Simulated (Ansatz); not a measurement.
Input:

Cu:
```xyz
2
Lattice="0.0000 2.6771 2.6771 2.6771 0.0000 2.6771 2.6771 2.6771 0.0000" Properties=species:S:1:pos:R:3 pbc="T T T"
Cu     1.3386     1.3386     1.3386
Cu     0.0000     0.0000     0.0000
```

This is the PBE-relaxed structure.

### Question
All from DFT-PBE in the program Ansatz with PAW potentials, unless another level is named. Estimate the bulk modulus (Birch–Murnaghan fit).

### Answer
54.4 GPa.

### Question
Predict the highest zone-centre frequency.

### Answer
28.5 meV.

Space group Fd-3m (diamond). The cell is a constructed one: a structure type filled with these elements; neither database checked (COD, Materials Project) lists it. It is not the phase usual at ambient conditions (space group No. 225). The PBE relaxation kept the symmetry of its start. At this level the phase is mechanically unstable. The run is not spin-polarised.

Potentials: the later of the program's two PAW sets.
